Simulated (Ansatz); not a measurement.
Here is the system:

C in space group P6_222 (No. 180; C on 3c), a = b = 2.6005 Å, c = 2.7996 Å, α = β = 90.00°, γ = 120.00°.

This is the r²SCAN-relaxed structure.

**Question.** All from plane-wave PAW r²SCAN (Ansatz code), unless another level is named. Predict the electron effective mass.

**Answer.** 0.24, 0.35, 0.42 mₑ (principal values).

**Question.** And the HSE06 gap on the r²SCAN cell?

**Answer.** 2.93 eV.

**Question.** What about the band gap?

**Answer.** 2.24 eV (indirect).

**Question.** What about the conduction-band minimum?

**Answer.** at M (3 equivalent valleys).

The start of the workflow was typed in or built on a structure type; neither database checked (COD, Materials Project) lists it. It is not the phase usual at ambient conditions (space group No. 194, 227). Symmetry was held in the r²SCAN relaxation; its stability against distortions is not shown here.

Potentials: the earlier of the program's two PAW sets.
